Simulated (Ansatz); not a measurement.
BN:
```yaml
crystal:
  lattice:
    - [2.57837, 0.00000, 0.00000]
    - [-1.28918, 2.23293, 0.00000]
    - [0.00000, 0.00000, 5.75572]
  atoms:
    - { symbol: B, position: [0.50000, 0.00000, 0.50000] }
    - { symbol: B, position: [0.00000, 0.50000, 0.16667] }
    - { symbol: B, position: [0.50000, 0.50000, 0.83333] }
    - { symbol: N, position: [0.50000, 0.00000, 0.00000] }
    - { symbol: N, position: [0.00000, 0.50000, 0.66667] }
    - { symbol: N, position: [0.50000, 0.50000, 0.33333] }
```

Cartesian axes are those of the cell as given.

**Question.** Give the proper piezoelectric stress tensor with relaxed ions from DFT-LDA in the program Ansatz with PAW potentials.

**Answer.** In C/m², rows x, y, z, Voigt columns; mesh uncertainty up to 0.00.
```
 0.00   0.00   0.00   0.11   0.00   0.00
 0.00   0.00   0.00   0.00  -0.11   0.00
 0.00   0.00   0.00   0.00   0.00   0.00
```

The elastic tensor of the same run (GPa):

|  | 1 | 2 | 3 | 4 | 5 | 6 |
|---|---|---|---|---|---|---|
| 1 | 920 | 166 | 114 | 0.0 | 0.0 | 0.0 |
| 2 | 166 | 920 | 114 | 0.0 | 0.0 | 0.0 |
| 3 | 114 | 114 | 1040 | 0.0 | 0.0 | 0.0 |
| 4 | 0.0 | 0.0 | 0.0 | 360 | 0.0 | 0.0 |
| 5 | 0.0 | 0.0 | 0.0 | 0.0 | 360 | 0.0 |
| 6 | 0.0 | 0.0 | 0.0 | 0.0 | 0.0 | 377 |

**Question.** Convert to strain constants d = e·S.

**Answer.** In pC/N:
```
 0.0   0.0   0.0   0.3   0.0   0.0
 0.0   0.0   0.0   0.0  -0.3   0.0
 0.0   0.0   0.0   0.0   0.0   0.0
```

Space group P6_222. The start of the workflow was typed in or built on a structure type; neither database checked (COD, Materials Project) lists it. It is not the phase usual at ambient conditions (space group No. 186, 194, 216). The cell was relaxed with LDA under the symmetry of its start; phonons on a q-mesh show no instability. A crystal of weakly bound chains computed without a dispersion correction: the cell and the soft elastic constants depend strongly on that.

Potentials: the later of the program's two PAW sets.
